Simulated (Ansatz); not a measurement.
A crystal relaxed with r2SCAN in Ansatz has space group Pmm2 (No. 25) and a = 4.261 Å, b = 8.518 Å, c = 6.002 Å.

```csv
atom,site,x,y,z
Xx,1a,0.0000,0.0000,0.0005
Ga,1c,0.5000,0.0000,0.7745
Sb,2h,0.5000,0.7575,0.5001
Ga,2g,0.0000,0.7637,0.2415
Sb,1b,0.0000,0.5000,0.0000
Ga,1d,0.5000,0.5000,0.7419
```

With r2SCAN the gap is 0.27 eV and direct, at Γ. The HSE06 gap is direct at Γ: 0.64 eV. With PBE the valence top at Y–Γ (0.90 of the way from Y) and the conduction bottom at Γ reach the same energy, so the least gap is zero; the least direct gap is 0.06 eV. Meshes: r2SCAN 6×4×4, HSE06 4×2×4, PBE 6×4×4.

**Question.** Which element is Xx?
A. Bi
B. P
C. N
D. As

**Answer.** D. Xx is As: an ordered 8-atom cell of Ga4Sb3As on the zincblende lattice (Pmm2). As is surrounded by 4 Ga at 2.48–2.53 Å; Ga is surrounded by 2 As at 2.53 Å and 2 Sb at 2.64 Å; Sb is surrounded by 4 Ga at 2.63–2.64 Å; Ga is surrounded by 1 As at 2.48 Å and 3 Sb at 2.64–2.67 Å; Sb is surrounded by 4 Ga at 2.63–2.67 Å; Ga is surrounded by 4 Sb at 2.63 Å.

Note: simulated data, non-magnetic, for a generated structure that need not be the stable one.

No spin-orbit coupling is included; it can move band edges with weight on the heavy atoms by tenths of an eV.

Gaps or overlaps of about a tenth of an eV are at the limit of these meshes: between the points read a gap can be smaller or closed.

The meshes of the hybrids are coarse, so their gaps aren't converged to the digits shown.
